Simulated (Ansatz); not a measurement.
# Relaxing a structure of Te2Mo

The start is a generated trial cell of Te2Mo in the rutile structure type. A full variable-cell relaxation at zero pressure is run with PBEsol (plane waves to 420 eV, PAW, scalar-relativistic; Ansatz, a quantum-chemistry and plane-wave program). The first steps use a coarse 4×4×5 k-mesh.

Input geometry:
```
CELL_PARAMETERS angstrom
      6.95346     0.00000     0.00000
      0.00000     6.95346     0.00000
      0.00000     0.00000     4.47806
ATOMIC_POSITIONS crystal
  Mo 0.00000 0.00000 0.00000
  Mo 0.50000 0.50000 0.50000
  Te 0.30496 0.30496 0.00000
  Te 0.80496 0.19504 0.50000
  Te 0.19504 0.80496 0.50000
  Te 0.69504 0.69504 0.00000
```

Which atoms feel the largest initial force, and how large is it?

About 0.5 eV/Å, on Te3, Te4, Te5, Te6 (atoms numbered as listed).

How much energy is released per atom?

0.62 eV/atom.

How does the volume change?

-28.9 %, from 36.09 to 25.66 Å³/atom.

What band gap does the relaxed structure have at this level?

No gap (metallic).

Give the final cell and atomic positions.


Space group P4₂/mnm (No. 136); a = 6.621 Å, b = 6.621 Å, c = 3.512 Å, α = 90.00°, β = 90.00°, γ = 90.00°

```csv
atom,site,symmetry,x,y,z
Mo,2a,m.mm,0.0000,0.0000,0.0000
Te,4g,m.2m,0.2165,0.2165,0.5000
```

The space group stays P4₂/mnm (No. 136) (the run could not lower it), with 6 atoms in the primitive cell. Final values are on a 7×7×13 k-mesh of the relaxed cell. No spin polarisation in the result.

The run could not lose the symmetry of its start, so the end can be a saddle point.

The relaxed structure here is a generated cell of Te2Mo: the first start was made by placing the elements on the sites of a structure type, and the end was not matched to a known phase here, so it may be hypothetical. Known forms of Te2Mo include space group No. 194.
